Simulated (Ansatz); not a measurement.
Trial structure of Mg₇O, not yet relaxed:

```cif
data_structure
_symmetry_space_group_name_H-M 'P 1'
_symmetry_Int_Tables_number 1
_cell_length_a 5.8239
_cell_length_b 5.8239
_cell_length_c 5.8239
_cell_angle_alpha 109.471
_cell_angle_beta 109.471
_cell_angle_gamma 109.471
_cell_volume 152.06
loop_
_atom_site_label
_atom_site_type_symbol
_atom_site_fract_x
_atom_site_fract_y
_atom_site_fract_z
_atom_site_occupancy
Mg1 Mg 0.00000 0.50000 0.50000 1
Mg2 Mg 0.50000 0.00000 0.50000 1
Mg3 Mg 0.50000 0.50000 0.00000 1
Mg4 Mg 0.43803 0.43803 0.43803 1
Mg5 Mg 0.00000 0.00000 0.56197 1
Mg6 Mg 0.00000 0.56197 0.00000 1
Mg7 Mg 0.56197 0.00000 0.00000 1
O1 O 0.00000 0.00000 0.00000 1
```

The calculation used DFT PBE, scalar-relativistic, plane waves, PAW (Ansatz 0.2.0). Cutoff 420 eV; k points 4×4×4 on the computed 8-atom cell (Γ-centred); Gaussian smearing, width 0.10 eV; no spin polarisation.

Energies over the elements count from the elements' standard structures at the same level (O₂ as a molecule), with no fitted energy shifts.

Question: What does a single point on this coarse mesh give?

Answer: The pressure is 3.1 GPa (it wants to expand), the largest force is 0.65 eV/Å, and the energy is −0.03 eV/atom against the elements. The shortest distance is 2.55 Å.

Question: Is it a good guess?

Answer: A rough one: relaxing gains about 0.25 eV/atom (the start's value is from the coarse mesh, so the gain is rough) in 12 ionic steps and ends at −0.28 eV/atom on the finer mesh. The symmetry stays I-43m (No. 217). The volume per atom grows by 22.9 %, from 19.0 to 23.4 Å³. The shortest distance goes from 2.55 Å (Mg–O) to 2.01 Å (Mg–O). Conventional cell: a = 7.202 Å. Around Mg on a site of symmetry -42m lie 4 Mg at 2.94 Å, 2 O at 3.60 Å and 8 Mg at 3.60–3.64 Å; Mg on a site of symmetry 3m has 1 O at 2.01 Å, 3 Mg at 2.94 Å, 3 Mg at 3.29 Å and 3 Mg at 3.64 Å; O is surrounded by 4 Mg at 2.01 Å and 6 Mg at 3.60 Å.

The last run used an 8×8×8 mesh for its 8-atom cell and Gaussian smearing of 0.10 eV. The relaxation can't lower the symmetry of the start, and the grade says only how near the guess is to its own end. Symmetry constrained the relaxation, so the result can be a saddle point.
